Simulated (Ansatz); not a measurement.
# TiB2: from a starting cell to a relaxed one

The start is a relaxed TiB2 cell, doubled along one cell vector, shaken by Gaussian noise of σ = 0.08 Å a coordinate. The structure is fully relaxed (lattice and positions, P = 0) with PBEsol (plane waves to 420 eV, PAW, scalar-relativistic; Ansatz, a quantum-chemistry and plane-wave program). First-step values are on the input's coarse k-mesh.

Ansatz input (later rounds restart from its end on a renewed k-mesh):
Ansatz 0.2 input:
```yaml
crystal:
  lattice:
    - [-1.5431651004, 1.5431651004, 5.2429328728]
    - [1.5431651004, -1.5431651004, 5.2429328728]
    - [3.0863302008, 3.0863302008, -10.4858657456]
  atoms:
    - { symbol: B, position: [0.4178634489, 0.4513200131, 0.00402461] }
    - { symbol: B, position: [0.4175689067, 0.4559618024, 0.5104423963] }
    - { symbol: B, position: [0.347881064, 0.8490423653, 0.2610583058] }
    - { symbol: B, position: [0.3355438052, 0.8571988151, 0.7620546276] }
    - { symbol: B, position: [0.5705412496, 0.5971270646, -0.00149669] }
    - { symbol: B, position: [0.5718211508, 0.5757877866, 0.4915167683] }
    - { symbol: B, position: [0.142729132, 0.6157948269, 0.2221873581] }
    - { symbol: B, position: [0.1883525228, 0.6429957877, 0.7488854141] }
    - { symbol: Ti, position: [0.7312427064, 0.2518661987, 0.2378039627] }
    - { symbol: Ti, position: [0.7550856722, 0.2757910647, 0.7683524485] }
    - { symbol: Ti, position: [0.0026393647, -0.002385347, -0.0072417505] }
    - { symbol: Ti, position: [0.0281776752, 0.0295763289, 0.52413276] }
basis: { ecutwfc: 420, ecutrho_ratio: 4, xc_grid: 2, fft_grid_basis: typed }
kpoints: { mp_grid: { grid: [8, 8, 5] } }
hamiltonian:
  xc: pbesol
  dispersion: none
  pseudopotentials: { azcp: { folder: ./paw }, kind: paw }
scf: { occupations: { method: fermi_dirac, width: 0.05 } }
relax: { f_tol: 0.01, max_steps: 100, cell: { stress_tol: 0.02 } }
output: { forces: true, stress: true }
```

**Question.** Which atoms feel the largest initial force, and how large is it?

**Answer.** About 3.7 eV/Å, on B7 (atoms numbered as listed).

**Question.** Is the parent structure recovered?

**Answer.** The parent structure is recovered, I4₁/amd (No. 141).

**Question.** How do the shortest distances between atoms change?

**Answer.** The closest pairs of elements (up to four, under 3.6 Å), start → end: B–B 1.62 → 1.74 Å; B–Ti 2.13 → 2.33 Å; Ti–Ti 2.93 → 3.04 Å.

**Question.** What band gap does the relaxed structure have at this level?

**Answer.** No gap (metallic).

The end point of the relaxation:

Space group I4₁/amd, origin choice 1 (No. 141); a = b = 3.0864 Å, c = 10.4858 Å, α = β = γ = 90.00°

| atom | site | symmetry | x | y | z |
|---|---|---|---|---|---|
| B | 8e | 2mm. | 0.0000 | 0.0000 | 0.4169 |
| Ti | 4a | -4m2 | 0.0000 | 0.0000 | 0.0000 |
(The calculation used a cell of 6 atoms; values per cell refer to that cell.)

Final values are on a 20×20×20 k-mesh of the relaxed cell. No spin polarisation in the result.

The relaxed structure here is a generated cell of TiB2: the first start was made by placing the elements on the sites of a structure type, and the end was not matched to a known phase here, so it may be hypothetical. Known forms of TiB2 include space group No. 191.
